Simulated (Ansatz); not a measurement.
**GaSb$_{3}$ (Fm-3m), work and stress of cleavage**

Method: DFT PBE+D3(BJ), scalar-relativistic, plane waves, PAW in Ansatz. Cutoff 420 eV, Γ-centred 11×11×4 k-points, Gaussian smearing of 0.15 eV. No spin polarisation. Energies are free energies at this smearing, counted from the undisturbed cell; pressure is positive in compression.

The undisturbed cell (relaxed at this level; with this scan's settings it stands at 0.3 GPa; it needn't be the usual structure):

```
Ga Sb
1.0
     3.64789   -3.64789    0.00000
     3.64789    0.00000   -3.64789
     7.29578    7.29578    7.29578
Ga Sb
3 9
Direct
  0.00000 0.00000 0.70835
  0.33333 0.33333 0.37502
  0.66667 0.66667 0.04168
  0.66667 0.66667 0.29168
  0.00000 0.00000 0.95835
  0.33333 0.33333 0.62502
  0.66667 0.66667 0.79168
  0.00000 0.00000 0.45835
  0.33333 0.33333 0.12502
  0.66667 0.66667 0.54168
  0.00000 0.00000 0.20835
  0.33333 0.33333 0.87502
```

The cut lies on the cell's a–b face, a (1 1 1) plane (indices in the standard cell, whose axes needn't be the Cartesian ones shown) of area 23.05 Å², between layers 1.05 Å apart. Vector c is lengthened by d along the normal with the atoms' Cartesian places fixed: one unrelaxed cut a cell. The traction is positive where the two halves pull on each other.

```
d (Å) energy (J/m²) traction (GPa)
 0.00           0.00           -0.49
 0.50           0.17            5.28
 1.00           0.45            5.61
 2.00           0.92            3.66
 3.00           1.18            1.67
 6.00           1.36            0.17
```

Task: What are the work of separation and the cleavage stress, and do they fit the universal binding curve?

Result: The energy levels off near W ≈ 1.36 J/m² (the traction is down to 0.17 GPa), the energy of the two unrelaxed faces, 0.68 J/m² each on average. The largest sampled traction is 5.61 GPa at d = 1.00 Å, and a parabola through it and its two neighbours peaks at σ_max ≈ 5.62 GPa, d ≈ 0.94 Å. The curve E = W[1 − (1 + d/ℓ)exp(−d/ℓ)] peaks in traction at d = ℓ with σ_max = W/(eℓ); with 1 J/m² per Å = 10 GPa this W and σ_max give ℓ = 0.89 Å. A parabola through that curve at the same three d peaks at 1.06 Å, against 0.94 Å here, a fair fit. Real crystals break at far lower stress, because cracks concentrate it, and on the plane of lowest W, which needn't be this one.

The cut is rigid; relaxing the faces lowers these energies and usually the stresses.

In a metal these slopes depend on the k mesh and the smearing.

Cost: 6 runs of about 25 core-minutes in all, on Arm Neoverse V1 (shared hosts).